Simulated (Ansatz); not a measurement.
ZnCd₃O₄: zone-centre modes

Level of theory: Ansatz 0.2.0, DFT PBE, scalar-relativistic, plane waves, PAW. Plane waves to 420 eV; Γ-centred k mesh 12×12×12; Fermi-Dirac smearing of 0.15 eV. No spin polarisation. Phonons by linear response, acoustic sum rule imposed.

The cell, relaxed at this level:
```yaml
crystal:
  lattice:
    - [-2.34527, 2.34527, 4.64766]
    - [2.34527, -2.34527, 4.64766]
    - [2.34527, 2.34527, -4.64766]
  atoms:
    - { symbol: Zn, position: [0.50000, 0.50000, 0.00000] }
    - { symbol: Cd, position: [0.00000, 0.00000, 0.00000] }
    - { symbol: Cd, position: [0.75000, 0.25000, 0.50000] }
    - { symbol: Cd, position: [0.25000, 0.75000, 0.50000] }
    - { symbol: O, position: [0.72434, 0.72434, 0.00000] }
    - { symbol: O, position: [0.50000, 0.00000, 0.50000] }
    - { symbol: O, position: [0.27566, 0.27566, 0.00000] }
    - { symbol: O, position: [0.00000, 0.50000, 0.50000] }
```

The structure comes from a generated guess, relaxed at this level; another structure or a mixture of phases may lie lower. In a metal, frequencies depend on the k mesh and the smearing, soft modes most. A semilocal functional can close a gap that the real compound has.

Optical modes at Γ; i marks an imaginary frequency:
```
frequency (meV)  degeneracy
          11.3i           2
           12.2           2
           12.5           1
           15.6           2
           17.8           1
           20.4           2
           21.7           1
           33.3           1
           36.4           1
           39.3           2
           41.4           2
           44.9           2
           45.2           1
           50.2           1
```

2 of the 21 optical modes are unstable, so the structure is a saddle point of the energy and would distort without enlarging its cell.
